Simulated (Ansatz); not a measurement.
MoS2 (3R-MoS2 type, space group R3m)

```
MoS2
1.0
    1.57655     0.91022     5.99710
   -1.57655     0.91022     5.99710
    0.00000    -1.82045     5.99710
Mo S
1 2
Direct
  0.00002   0.00002   0.00002
  0.75355   0.75355   0.75355
  0.57974   0.57974   0.57974
```

The volume is varied about the relaxed value V₀ at fixed cell shape. The atoms relax within the cell's symmetry.

Calculation: PBE-D3(BJ) (plane waves to 420 eV, PAW, scalar-relativistic; Ansatz, a quantum-chemistry and plane-wave program). k mesh 12×12×12 (Γ-centred), Fermi-Dirac smearing 0.05 eV. E stands for the smeared free energy. Stress and pressure are positive under compression. With the shape held, the modulus is that of even scaling; a crystal free to change shape is softer. MoS2 is run without spin polarisation. MoS2 was relaxed with its symmetry unable to fall. This is one of several known forms of MoS2; the measured ambient cells at hand have space group No. 194. The zero of ΔE is the relaxed starting cell.

```csv
V (Å³/atom),ΔE (meV/atom)
14.458,145.4
14.917,95.4
15.376,57.8
15.835,30.8
16.294,withheld
16.753,3.1
17.212,0.0
17.671,2.8
18.130,10.8
18.589,23.2
19.048,39.7
19.507,59.5
19.966,82.5
```

**Question.** Fit a third-order Birch-Murnaghan form (E₀, V₀, B₀, B₀′ free) to the given rows and predict ΔE at V = 16.294.

**Answer.** Least squares on the 12 given rows: ΔE = E₀ + (9V₀B₀/16)·y²·[2 + (B₀′ − 4)y], y = (V₀/V)^(2/3) − 1, with V₀ = 17.211 Å³/atom, B₀ = 77.88 GPa (160.2 GPa = 1 eV/Å³; the term in eV is multiplied by 1000), B₀′ = 4.29, E₀ = -0.10 meV/atom; root-mean-square residual 0.08 meV/atom. At 16.294 the fit gives 13.0 meV/atom; the calculation gives 13.0 meV/atom, the same to the digits shown. For the pressure the fit gives 4.8 GPa against the computed 4.8 GPa.

(Under strain, the slope of the energy per volume gives the stress and its curvature an elastic modulus.)
